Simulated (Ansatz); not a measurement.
# Ti3Se: start and end of a relaxation

A trial structure of Ti3Se was built thus: random cell by space group and Wyckoff sites (Im-3m, No. 229). The dimensions are guesses.

start:

Space group Im-3m (No. 229). a = 5.469 Å, b = 5.469 Å, c = 5.469 Å, α = 90.00°, β = 90.00°, γ = 90.00°
| atom | site | symmetry | x | y | z |
| --- | --- | --- | --- | --- | --- |
| Ti | 6b | 4/mm.m | 0.5000 | 0.0000 | 0.0000 |
| Se | 2a | m-3m | 0.0000 | 0.0000 | 0.0000 |

All numbers below come from Ansatz, DFT PBE, scalar-relativistic, plane waves, PAW. Cutoff 420 eV, Gaussian smearing, Γ-centred meshes. Cell and atoms relax first on a coarse mesh and then on a finer one. In between, the cell is made exact in the group found at 0.06 Å. In metals the finer mesh still leaves noise of several meV/atom or more. The steps can't lower the symmetry of their start. Collinear spin, starting moments Ti 1.0 (×3) μB; they died out on the coarse mesh, so the last step has no spin.

end:

Space group Im-3m (No. 229). a = 5.290 Å, b = 5.290 Å, c = 5.290 Å, α = 90.00°, β = 90.00°, γ = 90.00°
| atom | site | symmetry | x | y | z |
| --- | --- | --- | --- | --- | --- |
| Ti | 6b | 4/mm.m | 0.5000 | 0.0000 | 0.0000 |
| Se | 2a | m-3m | 0.0000 | 0.0000 | 0.0000 |

The symmetry stays Im-3m (No. 229). The volume per atom shrinks by 9.5 %, from 20.5 to 18.5 Å³. The shortest distance goes from 2.73 Å (Ti–Se and Ti–Ti) to 2.65 Å (Ti–Se and Ti–Ti).

| Item | Value |
| --- | --- |
| Volume per atom | 18.51 Å³ |
| Density | 4.99 g/cm³ |
| Energy over the elements | +0.23 eV/atom |
| Gap on the 12×12×12 mesh of the 4-atom cell | 0 eV (a metal) |

The zero of energy is the elements' standard structures at the same level; no fitted shifts are applied. It can't be a ground state, since the elements alone are lower.

The last run used Gaussian smearing of 0.10 eV. The reference form of Se is held partly by dispersion forces, which this level lacks. Symmetry constrained the relaxation, so the result can be a saddle point. In all, the 4 runs took 68 s on 1 thread of Intel(R) Xeon(R) Platinum 8259CL CPU @ 2.50GHz (Skylake/Cascade Lake) (shared host). Another cell of Ti3Se relaxed alike, in P4/mmm, lies 0.71 eV/atom lower, so this cell isn't the stable form at this level.
